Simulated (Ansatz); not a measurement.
P (black phosphorus) was relaxed and computed twice in Ansatz (plane waves, PAW), once with PBEsol and once with r²SCAN.

|  | run 1 | run 2 |
|---|---|---|
| cell | a = 3.300 Å, b = 11.017 Å, c = 4.557 Å, α = β = γ = 90.00° | a = 3.318 Å, b = 10.304 Å, c = 4.194 Å, α = β = γ = 90.00° |
| gap (eV) | 0.25 | none |
| B₀ by P(V) fit (GPa) | 16.5 | 21.0 |

**Question.** Which run used which functional?

**Answer.** Run 1 is r²SCAN, run 2 is PBEsol.

Weakly bound layers, chains or molecules computed without a dispersion correction, so cells and soft constants are ill determined: P, black phosphorus with r²SCAN; P, black phosphorus with PBEsol. All cells were relaxed under the symmetry of their starts (and spin orders); stability against distortions was not tested throughout.

Potentials: the later of the program's two PAW sets.

Ansatz (an electronic-structure program) is a plane-wave DFT program.
